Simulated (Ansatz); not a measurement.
The cell comes from COD entry 1509571, which wasn't checked; take it as a given geometry.

Zr3Ag: DFT, LDA, all-electron LAPW, scalar-relativistic (Ansatz 0.2.0).

Command: `ansatz run input.yaml --threads 1 --pin off --max-ram 4096MiB --backend cpu --events-out ev --progress --plain --runs-dir out` The run took 2.1 min on 1 thread of Arm Neoverse V1 (shared host), peak memory 0.61 GiB.

```yaml
crystal:
  lattice:
    - [4.566, 0.0, 0.0]
    - [0.0, 4.566, 0.0]
    - [0.0, 0.0, 3.986]
  atoms:
    - { symbol: Zr, position: [0.5, 0.5, 0.0] }
    - { symbol: Zr, position: [0.0, 0.5, 0.5] }
    - { symbol: Zr, position: [0.5, 0.0, 0.5] }
    - { symbol: Ag, position: [0.0, 0.0, 0.0] }
kpoints:
  mp_grid: { grid: [7, 7, 8] }
  band_path:
    path:
      - [0.0, 0.0, 0.0]
      - [0.0, 0.5, 0.0]
      - [0.5, 0.5, 0.0]
      - [0.0, 0.0, 0.0]
      - [0.0, 0.0, 0.5]
      - [0.0, 0.5, 0.5]
      - [0.5, 0.5, 0.5]
      - [0.0, 0.0, 0.5]
      - [0.0, 0.5, 0.0]
    npoints: 14
scf:
  occupations: { method: fermi_dirac, width: 0.05 }
hamiltonian:
  xc: lda
  pseudopotentials: { kind: all_electron, lapw: { basis_error: 0.001 } }
output:
  forces: true
  stress: true
  eigenvalues: true
  populations: true
  dos: { projected: true, de: 0.2, e_range: [-14, 8] }
```

Output:

```
Zr: projections on atomic orbitals take those of the free atom 1s2 2s2 2p6 3s2 3p6 3d10 4s2 4p6 4d2 5s2, of charge +0.00 (hamiltonian.pseudopotentials.projection_atoms)
Ag: projections on atomic orbitals take those of the free atom 1s2 2s2 2p6 3s2 3p6 3d10 4s2 4p6 4d10 5s1, of charge +0.00 (hamiltonian.pseudopotentials.projection_atoms)
LAPW: plane waves up to 7.261 Å⁻¹, error target 1.0e-3 eV per atom; small_component_spin mean_spin; Zr in spheres of 1.470 Å, 28 of its electrons in bands, Dirac shells []; Ag in spheres of 1.560 Å, 19 of its electrons in bands, Dirac shells []
Engine: ansatz 0.2.0
Pseudopotentials: kind: all_electron
Pseudopotential: Zr, LAPW, valence charge 28, Koelling and Harmon's equation, gaussian nucleus
Pseudopotential: Ag, LAPW, valence charge 19, Koelling and Harmon's equation, gaussian nucleus
Functional definition: SPW92
  exchange = slater_x
  correlation = pw_c
Crystal: 4 atoms, lattice volume = 83.102 Å³
Basis set: ecut = 200.85291214012386 eV, 545 PW (Γ), exchange–correlation at level 2
Bands: 62, of which v1, the nominal top of the filled ones, is band 52 counted from 1 (51 counted from 0)
Symmetry: 16 space group operations
Space group: P4/mmm (ITA 123), of the structure as read, at distance tolerance 4.4e-5 Å
k-points: 50 of 392
Non-local potential: Zr, projectors of the file, none
Non-local potential: Ag, projectors of the file, none
Initial density: superposition of atomic densities (chi_scale 0.1, normalization cell, long waves kept (reshape's long-wave potential 0.00 eV rms))
Initial wavefunctions: plane waves of lowest kinetic energy (no species holds an atomic orbital)
Functional: x = slater, c = lda
iter 1 solved again at ethr=5.17e-3 eV; its pass at ethr=1.00e-1 eV (dr2=5.33e0 eV) is discarded
SCF iter   1: F=—  HF=-437989.165610 eV  |F-HF|=—  |Δ(HF+E_count)|=         —  Δρ=4.31e-2  dr2=5.33e0  ethr=5.17e-3  ⟨swp⟩=2.0  Hψ=19450  notcnv=0
preconditioner: auto → Kerker (q_TF=auto, 2.828 Å⁻¹)  [metal: Δε(μ)=0.007 eV  Ē_g=4.878 eV  σ=0.050 eV  W_gap=0.03  n_scr=30 (ndim 8)  ℏωp=19.5 eV  f_vac=0.000  D(μ)=5.77/eV (n_scr^D=72)]
SCF iter   2: F=—  HF=-437990.102658 eV  |F-HF|=—  |Δ(HF+E_count)|=   9.37e-1  Δρ=2.57e-2  dr2=1.26e0  ethr=5.17e-3  ⟨swp⟩=3.0  Hψ=8993  notcnv=0
SCF iter   3: F=—  HF=-437986.820910 eV  |F-HF|=—  |Δ(HF+E_count)|=    3.28e0  Δρ=1.13e-2  dr2=1.76e-1  ethr=1.23e-3  ⟨swp⟩=2.8  Hψ=9424  notcnv=0
SCF iter   4: F=—  HF=-437986.739175 eV  |F-HF|=—  |Δ(HF+E_count)|=         —  Δρ=7.65e-3  dr2=1.70e-1  ethr=1.71e-4  ⟨swp⟩=3.0  Hψ=9995  notcnv=0
the basis was enlarged: its passes take 544.9 KiB over the memory plan, 1 of 1 planned eigensolver slots
SCF iter   5: F=—  HF=-437986.682863 eV  |F-HF|=—  |Δ(HF+E_count)|=   5.63e-2  Δρ=4.74e-3  dr2=6.93e-2  ethr=1.65e-4  ⟨swp⟩=2.0  Hψ=8308  notcnv=0
SCF iter   6: F=—  HF=-437986.662828 eV  |F-HF|=—  |Δ(HF+E_count)|=   2.00e-2  Δρ=2.00e-3  dr2=8.61e-3  ethr=6.73e-5  ⟨swp⟩=2.0  Hψ=9341  notcnv=0
iter 7 solved again at ethr=4.29e-7 eV; its pass at ethr=8.36e-6 eV (dr2=4.42e-4 eV) is discarded
SCF iter   7: F=—  HF=-437986.657298 eV  |F-HF|=—  |Δ(HF+E_count)|=   5.53e-3  Δρ=6.03e-4  dr2=4.42e-4  ethr=4.29e-7  ⟨swp⟩=2.0  Hψ=15806  notcnv=0
SCF iter   8: F=—  HF=-437986.657191 eV  |F-HF|=—  |Δ(HF+E_count)|=   1.07e-4  Δρ=2.71e-4  dr2=7.80e-5  ethr=4.29e-7  ⟨swp⟩=2.0  Hψ=9426  notcnv=0
SCF iter   9: F=—  HF=-437986.657192 eV  |F-HF|=—  |Δ(HF+E_count)|=   6.79e-7  Δρ=1.02e-4  dr2=1.53e-5  ethr=7.57e-8  ⟨swp⟩=2.0  Hψ=9426  notcnv=0
SCF iter  10: F=—  HF=-437986.657190 eV  |F-HF|=—  |Δ(HF+E_count)|=   1.73e-6  Δρ=2.66e-5  dr2=1.10e-6  ethr=1.49e-8  ⟨swp⟩=2.0  Hψ=9426  notcnv=0
SCF iter  11: F=—  HF=-437986.657190 eV  |F-HF|=—  |Δ(HF+E_count)|=   1.57e-7  Δρ=1.57e-5  dr2=4.80e-7  ethr=1.07e-9  ⟨swp⟩=2.0  Hψ=9426  notcnv=0
SCF iter  12: F=-437986.657190 eV  HF=-437986.657190 eV  |F-HF|=4.72e-8  |Δ(HF+E_count)|=   9.55e-8  Δρ=3.54e-6  dr2=1.60e-8  ethr=4.66e-10  ⟨swp⟩=2.0  Hψ=9426  notcnv=0
SCF 1 converged in 12 iterations: F = -437986.657190 eV  dr2 = 1.60e-8
NSCF: frozen V_eff on 113 k-points
SCF converged after 12 iterations
Free energy (F): -437986.657190 eV
Harris-Foulkes:  -437986.657190 eV  (|F-HF|=4.72e-8)
Internal energy: -437986.610863 eV  (E = F + TS)
E sigma→0 (E₀):  -437986.634026 eV
Entropy (-TS):   -0.046326 eV (-11.582 meV/atom)
Fermi energy:    16.752277 eV
--- Per-component energies (eV) ---
  E_band       = -10274.380875
  E_kinetic    = 454088.660285
  E_xc         = -12942.461439
  E_electrostatic = -879132.809710  (all electrons and nuclei)
  E_smearing   = -0.046326  (= −TS)
  E_closure    = 0.000000  (closes the sum)
  E_atoms      = -437958.602900  (free atoms, spherical and without spin; not in F)
  Σ components = -437986.657190   (vs F -437986.657190, Δ=0.00e0)
  Basis errors (estimates in eV, not in F): energy 2.2e-4 per atom: plane waves 1.9e-4 (9.8e-5 summed), levels above the bands 1.1e-49, relativity 4.4e-9, radial functions 3.3e-5, core shells 1.7e-7; eigenvalues (radial functions only) 1.1e-6; not estimated: angular momenta, meshes, grids; target (lapw.basis_error) 1.0e-3; muffin-tin radii Zr 1.470 Å, Ag 1.560 Å
--- Forces (eV/Å), atoms counted from 1 ---
  atom   1  Zr    -0.00000000     0.00000000     0.00000000
  atom   2  Zr     0.00000000     0.00000000     0.00000000
  atom   3  Zr    -0.00000000    -0.00000000     0.00000000
  atom   4  Ag     0.00000000     0.00000000     0.00000000
  max |Σ_I F_I| component: 7.27e-31 eV/Å
--- Stress (GPa, compression-positive) ---
       -5.800736       0.000000       0.000000
        0.000000      -5.800736       0.000000
        0.000000       0.000000      -3.272557
  P = ⅓ Tr σ = -4.9580 GPa (-49.580 kbar)
--- Band table (eV; the first three rows and the last of 50) ---
  k-point 0: bands = ["-294.0427", "-294.0427", "-294.0397", "-294.0397", "-294.0324", "-294.0324", "-293.7551", "-293.7551", "-293.7349", "-151.8559", "-151.8559", "-151.8488", "-151.8488", "-151.8477", "-151.8477", "-151.8466", "-151.8466", "-151.8400", "-151.8400", "-151.5686", "-151.5671", "-151.5566", "-151.5436", "-151.5436", "-75.3867", "-38.9071", "-38.9023", "-38.9023", "-31.6746", "-31.5390", "-31.2841", "-10.1468", "-10.1468", "-10.0310", "-9.6302", "-9.5977", "-9.5977", "-9.1361", "-9.1361", "-9.1098", "10.5824", "11.3865", "11.4728", "11.7035", "11.7229", "11.7229", "13.2435", "15.8510", "15.8844", "15.8844", "15.9218", "16.5759", "18.9070", "18.9070", "20.0089", "20.0089", "20.2603", "20.6797", "21.0379", "21.7409", "22.3625", "22.3994"]
  k-point 1: bands = ["-294.0427", "-294.0427", "-294.0397", "-294.0397", "-294.0324", "-294.0324", "-293.7551", "-293.7551", "-293.7349", "-151.8559", "-151.8559", "-151.8488", "-151.8488", "-151.8477", "-151.8477", "-151.8466", "-151.8466", "-151.8400", "-151.8400", "-151.5686", "-151.5671", "-151.5566", "-151.5436", "-151.5436", "-75.3867", "-38.9073", "-38.9023", "-38.9023", "-31.6680", "-31.5386", "-31.2901", "-10.1204", "-10.1204", "-10.0114", "-9.6400", "-9.5954", "-9.5954", "-9.1686", "-9.1686", "-9.1531", "10.7897", "11.4710", "11.5398", "11.7348", "11.7597", "11.7597", "13.4270", "15.8575", "15.9240", "15.9240", "16.0740", "16.4407", "18.3530", "18.3530", "20.0557", "20.3723", "20.3723", "20.5348", "20.6935", "21.5849", "22.2123", "22.3665"]
  k-point 2: bands = ["-294.0427", "-294.0427", "-294.0397", "-294.0397", "-294.0324", "-294.0324", "-293.7551", "-293.7551", "-293.7349", "-151.8559", "-151.8559", "-151.8488", "-151.8488", "-151.8477", "-151.8477", "-151.8466", "-151.8466", "-151.8400", "-151.8400", "-151.5686", "-151.5671", "-151.5566", "-151.5436", "-151.5436", "-75.3867", "-38.9078", "-38.9023", "-38.9023", "-31.6511", "-31.5376", "-31.3057", "-10.0493", "-10.0493", "-9.9534", "-9.6636", "-9.5862", "-9.5862", "-9.2677", "-9.2578", "-9.2578", "11.3664", "11.6977", "11.7049", "11.8127", "11.8548", "11.8548", "13.9172", "15.8752", "15.9348", "15.9818", "15.9818", "16.5275", "17.7241", "17.7241", "19.5991", "19.7268", "20.1247", "20.1247", "20.7239", "21.0699", "21.6425", "22.3760"]
  k-point 49: bands = ["-294.0427", "-294.0427", "-294.0397", "-294.0397", "-294.0324", "-294.0324", "-293.7551", "-293.7551", "-293.7349", "-151.8559", "-151.8559", "-151.8488", "-151.8488", "-151.8477", "-151.8477", "-151.8466", "-151.8466", "-151.8400", "-151.8400", "-151.5686", "-151.5671", "-151.5566", "-151.5436", "-151.5436", "-75.3867", "-38.9083", "-38.9024", "-38.9024", "-31.5820", "-31.5776", "-31.3295", "-10.3758", "-10.0851", "-10.0815", "-9.9725", "-9.4659", "-9.4266", "-9.1513", "-9.1490", "-9.0183", "11.5385", "11.5464", "11.6350", "12.0297", "12.1916", "12.8249", "14.9326", "15.0859", "15.5621", "16.7954", "17.0809", "17.5051", "17.5148", "18.1476", "18.1762", "18.4212", "19.8493", "20.0931", "20.2625", "20.3694", "20.8696", "22.2606"]
--- Löwdin populations: 4 sites ---
  site symbol       q [e]
     0     Zr     40.0975
     1     Zr     40.0091
     2     Zr     40.0091
     3     Ag     46.5683
  spilling = 0.001892 (of n_electrons = 167.000000)
```

populations.tsv:

```
# site	symbol	l	j	q
# orbitals = lowdin
# n_electrons = 167.000000
# spilling = 0.001892
# projection_atom_Zr: 1s2 2s2 2p6 3s2 3p6 3d10 4s2 4p6 4d2 5s2
# projection_atom_Ag: 1s2 2s2 2p6 3s2 3p6 3d10 4s2 4p6 4d10 5s1
0	Zr	0_1S	-	1.999995
0	Zr	0_2S	-	1.999836
0	Zr	0_3S	-	1.996945
0	Zr	0_4S	-	1.945773
0	Zr	0_5S	-	0.823510
0	Zr	1_2P	-	5.999997
0	Zr	1_3P	-	5.999819
0	Zr	1_4P	-	5.959967
0	Zr	2_3D	-	9.999956
0	Zr	2_4D	-	3.371697
1	Zr	0_1S	-	1.999996
1	Zr	0_2S	-	1.999863
1	Zr	0_3S	-	1.997429
1	Zr	0_4S	-	1.953771
1	Zr	0_5S	-	0.811259
1	Zr	1_2P	-	5.999997
1	Zr	1_3P	-	5.999864
1	Zr	1_4P	-	5.971409
1	Zr	2_3D	-	9.999960
1	Zr	2_4D	-	3.275599
2	Zr	0_1S	-	1.999996
2	Zr	0_2S	-	1.999863
2	Zr	0_3S	-	1.997429
2	Zr	0_4S	-	1.953771
2	Zr	0_5S	-	0.811259
2	Zr	1_2P	-	5.999997
2	Zr	1_3P	-	5.999864
2	Zr	1_4P	-	5.971409
2	Zr	2_3D	-	9.999960
2	Zr	2_4D	-	3.275599
3	Ag	0_1S	-	1.999997
3	Ag	0_2S	-	1.999899
3	Ag	0_3S	-	1.998354
3	Ag	0_4S	-	1.975189
3	Ag	0_5S	-	0.933473
3	Ag	1_2P	-	5.999999
3	Ag	1_3P	-	5.999954
3	Ag	1_4P	-	5.995809
3	Ag	2_3D	-	9.999981
3	Ag	2_4D	-	9.665620
```

Spin polarisation is left out, and whether a magnetic state lies lower isn't shown here.
